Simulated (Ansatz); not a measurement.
BeS:
```xyz
6
Lattice="3.3991 0.0000 0.0000 -1.6995 2.9437 0.0000 0.0000 0.0000 7.6728" Properties=species:S:1:pos:R:3 pbc="T T T"
Be     1.6995     0.0000     0.0000
Be    -0.8498     1.4718     2.5576
Be     0.8498     1.4718     5.1152
S      1.6995     0.0000     3.8364
S     -0.8498     1.4718     6.3940
S      0.8498     1.4718     1.2788
```

Relaxed with LDA.

**Question.** Decompose the optical modes at the zone centre into irreducible representations, and say which are infrared and Raman allowed.

**Answer.** Point group 622: Γ_opt = A2 + 2B1 + 2B2 + 3E1 + 2E2. Infrared: A2, E1. Raman: E1, E2.

**Question.** Assign frequencies (DFPT, plane-wave PAW LDA (Ansatz code); without the LO–TO term).

**Answer.** E1 199, B2 201, B1 212, B1 326, E2 334, E1 421, A2 507, E1 533, B2 552, E2 641 cm⁻¹.

Subscripts of B labels follow the axes of the standard setting.

Space group P6_422. The start of the workflow was typed in or built on a structure type; neither database checked (COD, Materials Project) lists it. COD files the formula under space group No. 216, so this cell is another polymorph or a model. Whether it is the stable phase at ambient conditions was not checked. The LDA relaxation kept the symmetry of its start; of distortions, only those at the zone centre were tested. A crystal of weakly bound chains computed without a dispersion correction: the cell and the soft elastic constants depend strongly on that.

Potentials: the later of the program's two PAW sets.
